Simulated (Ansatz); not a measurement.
SiGeO3:
```
CELL_PARAMETERS angstrom
      3.40851     0.00000     0.00000
      0.00000     3.40851     0.00000
      0.00000     0.00000     4.40364
ATOMIC_POSITIONS crystal
  Si 0.50000 0.50000 0.60397
  Ge 0.00000 0.00000 0.15274
  O  0.00000 0.50000 0.48266
  O  0.50000 0.00000 0.48266
  O  0.50000 0.50000 0.96816
```

Relaxed with r²SCAN+D4.

Map the electron localisation function on the plane through (0.500, 0.500, 0.604) spanned by u = [0, 0, 1] and v = [1, 1, 0] in lattice vectors, from r²SCAN+D4 (plane waves, PAW; program Ansatz).

x is the fraction of u, y of v (the angle between them is 90°; rows are the nearest grid lines); atoms in the plane: Si at (0.00, 0.00), Ge at (0.55, 0.50), O at (0.36, 0.00).
```
y \ x   0.000  0.0909  0.182  0.273  0.364  0.455  0.545  0.636  0.727  0.818  0.909   1.00
------  -----  ------  -----  -----  -----  -----  -----  -----  -----  -----  -----  -----
1.00    0.583   0.247  0.838  0.694  0.216  0.772  0.791  0.193  0.061  0.091  0.066  0.583
0.917   0.066   0.192  0.784  0.796  0.741  0.843  0.706  0.097  0.063  0.158  0.111  0.066
0.833   0.169   0.150  0.444  0.666  0.748  0.648  0.231  0.038  0.056  0.132  0.202  0.169
0.750   0.109   0.079  0.083  0.150  0.173  0.170  0.162  0.106  0.067  0.080  0.104  0.109
0.708   0.072   0.051  0.041  0.090  0.210  0.317  0.322  0.203  0.095  0.072  0.074  0.072
0.625   0.036   0.023  0.046  0.460  0.596  0.477  0.284  0.317  0.194  0.080  0.048  0.036
0.542   0.017   0.014  0.159  0.748  0.625  0.162  0.020  0.078  0.282  0.101  0.030  0.017
0.458   0.017   0.014  0.159  0.748  0.625  0.162  0.020  0.078  0.282  0.101  0.030  0.017
0.375   0.036   0.023  0.046  0.460  0.596  0.477  0.284  0.317  0.194  0.080  0.048  0.036
0.292   0.072   0.051  0.041  0.090  0.210  0.317  0.322  0.203  0.095  0.072  0.074  0.072
0.250   0.109   0.079  0.083  0.150  0.173  0.170  0.162  0.106  0.067  0.080  0.104  0.109
0.167   0.169   0.150  0.444  0.666  0.748  0.648  0.231  0.038  0.056  0.132  0.202  0.169
0.0833  0.066   0.192  0.784  0.796  0.741  0.843  0.706  0.097  0.063  0.158  0.111  0.066
0.000   0.583   0.247  0.838  0.694  0.216  0.772  0.791  0.193  0.061  0.091  0.066  0.583
```

The density is the valence pseudo-density with augmentation charge, so density and ELF within about 1 Å of a nucleus are not all-electron values.

Space group P4mm. The start of the workflow was typed in or built on a structure type; neither database checked (COD, Materials Project) lists it. Its standing as an ambient phase is unchecked. The r²SCAN+D4 relaxation kept the symmetry of its start; whether a distortion lowers the energy is not shown.

Potentials: the later of the program's two PAW sets.
